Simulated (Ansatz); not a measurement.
Cu₃Au:
```cif
data_AuCu3
_chemical_formula_sum 'Cu3 Au1'
_space_group_name_H-M_alt 'Pm-3m'
_space_group_IT_number 221
_space_group_name_Hall '-P 4 2 3'
_cell_length_a 3.78088
_cell_length_b 3.78088
_cell_length_c 3.78088
_cell_angle_alpha 90.000
_cell_angle_beta 90.000
_cell_angle_gamma 90.000
loop_
_atom_site_label
_atom_site_type_symbol
_atom_site_symmetry_multiplicity
_atom_site_Wyckoff_symbol
_atom_site_fract_x
_atom_site_fract_y
_atom_site_fract_z
_atom_site_occupancy
Cu1 Cu 3 c 0.00000 0.50000 0.50000 1
Au1 Au 1 a 0.00000 0.00000 0.00000 1
```

Relaxed with PBE.

Task: Which orbitals make up the states near the Fermi level in plane-wave PAW PBE (Ansatz code)?

Result: Within 0.5 eV of the Fermi level: Cu 4s 29 %, Cu 3d 27 %, Au 6s 12 %, Au 5d 8 %, outside the projected shells 24 %. Projections are on Löwdin-orthogonalised atomic valence shells; empty p or d shells of many metals are not among them.

Task: Tabulate the density of states.

Result: States/eV per cell of 4 atoms, in 0.25 eV bins, energy from the Fermi level.

```csv
E (eV),total,Cu 3d,Au 5d,Cu 4s
-7.85,0.51,0.01,0.02,0.31
-7.60,0.61,0.02,0.03,0.35
-7.35,0.77,0.03,0.07,0.40
-7.10,0.78,0.04,0.09,0.38
-6.85,0.79,0.06,0.12,0.36
-6.60,0.87,0.08,0.21,0.35
-6.35,2.16,0.24,1.12,0.65
-6.10,4.35,0.71,2.26,1.14
-5.85,6.33,1.15,3.95,0.89
-5.60,3.43,0.68,2.44,0.28
-5.35,7.07,1.66,5.04,0.16
-5.10,10.98,2.16,8.10,0.17
-4.85,3.43,0.60,2.42,0.21
-4.60,2.27,0.48,1.50,0.20
-4.35,2.91,1.23,1.40,0.17
-4.10,5.43,3.26,1.20,0.52
-3.85,0.97,0.39,0.37,0.17
-3.60,2.66,1.86,0.45,0.27
-3.35,10.69,9.39,0.68,0.40
-3.10,12.43,11.02,0.75,0.37
-2.85,15.29,13.99,0.76,0.28
-2.60,13.12,11.83,0.79,0.23
-2.35,11.38,10.37,0.70,0.15
-2.10,14.60,13.54,0.76,0.16
-1.85,14.19,12.85,1.10,0.13
-1.60,17.06,15.10,1.67,0.18
-1.35,2.56,1.82,0.35,0.24
-1.10,1.59,0.93,0.13,0.32
-0.85,1.53,0.76,0.11,0.41
-0.60,1.56,0.68,0.09,0.50
-0.35,0.98,0.33,0.07,0.31
-0.10,1.03,0.29,0.08,0.29
0.15,1.14,0.27,0.10,0.31
0.40,1.17,0.24,0.10,0.34
0.65,1.17,0.21,0.09,0.35
0.90,1.15,0.18,0.07,0.35
1.15,1.11,0.15,0.06,0.34
1.40,1.09,0.12,0.05,0.31
1.65,1.04,0.10,0.04,0.29
1.90,0.99,0.09,0.04,0.27
2.15,0.93,0.07,0.03,0.24
2.40,0.89,0.06,0.03,0.22
2.65,0.87,0.06,0.02,0.20
2.90,0.85,0.05,0.02,0.18
3.15,0.84,0.05,0.02,0.18
3.40,0.88,0.05,0.02,0.20
3.65,0.91,0.05,0.02,0.23
3.90,0.95,0.05,0.02,0.28
4.15,1.21,0.05,0.04,0.49
4.40,1.19,0.05,0.04,0.49
4.65,1.16,0.04,0.03,0.45
```

The PBE relaxation kept the symmetry of its start. The run is not spin-polarised. Scalar-relativistic: spin–orbit coupling is off unless named, which matters more the heavier the elements.

Potentials: the later of the program's two PAW sets.
